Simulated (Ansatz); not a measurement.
## ZnCd₃O₄: vibrational free energy, entropy and heat capacity

Theory: DFT PBE, scalar-relativistic, plane waves, PAW in Ansatz. Cutoff 420 eV, 8×8×8 k-points (Γ-centred), Fermi-Dirac smearing of 0.15 eV. No spin polarisation. Phonons by linear response, acoustic sum rule imposed.

Equilibrium structure at this level:
```yaml
crystal:
  lattice:
    - [4.99944, 0.00000, 0.00000]
    - [0.00000, 4.99944, 0.00000]
    - [0.00000, 0.00000, 4.99944]
  atoms:
    - { symbol: Zn, position: [0.00000, 0.00000, 0.00000] }
    - { symbol: Cd, position: [0.00000, 0.50000, 0.50000] }
    - { symbol: Cd, position: [0.50000, 0.00000, 0.50000] }
    - { symbol: Cd, position: [0.50000, 0.50000, 0.00000] }
    - { symbol: O, position: [0.76778, 0.76778, 0.23222] }
    - { symbol: O, position: [0.76778, 0.23222, 0.76778] }
    - { symbol: O, position: [0.23222, 0.76778, 0.76778] }
    - { symbol: O, position: [0.23222, 0.23222, 0.23222] }
```

It was reached by relaxing an invented guess, and it needn't be the stable form of this composition. In a metal, frequencies and elastic constants depend on the k mesh and the smearing, soft modes and shear constants most. A semilocal functional can close a gap that the real compound has.

Force constants from linear response on a 2×2×2 q mesh, interpolated to a fine mesh.

Phonon density of states, in bins of 10 cm⁻¹:
```tsv
bin centre (cm⁻¹)	share of modes (%)
5	0.0
15	0.0
25	0.2
35	0.4
45	1.1
55	6.1
65	5.3
75	5.9
85	5.9
95	5.0
105	4.0
115	0.6
125	0.9
135	0.9
145	1.0
155	1.0
165	2.1
175	2.2
185	6.6
195	1.0
205	0.0
215	0.0
225	0.0
235	0.0
245	0.0
255	0.0
265	0.0
275	0.0
285	0.0
295	0.0
305	0.0
315	0.0
325	0.5
335	2.9
345	4.0
355	2.7
365	6.2
375	4.6
385	4.4
395	4.1
405	3.5
415	1.4
425	1.3
435	3.4
445	6.4
455	0.3
465	4.0
475	0.1
```

Q: How much zero-point energy does an atom carry?

A: 46.7 meV.

Q: How large are the vibrational entropy and heat capacity at 300 K?

A: S = 3.43 k_B and C_V = 2.58 k_B per atom, 86 % of the Dulong–Petit value.

Q: Tabulate them against temperature.

A:
```csv
T (K),F_vib (meV/atom),S (k_B/atom),C_V (k_B/atom)
100,42.4,1.20,1.39
200,26.5,2.45,2.21
300,0.9,3.43,2.58
400,-32.1,4.20,2.75
500,-71.0,4.82,2.83
600,-114.9,5.34,2.88
700,-162.9,5.79,2.91
800,-214.5,6.18,2.93
900,-269.3,6.53,2.95
1000,-326.9,6.84,2.96
```
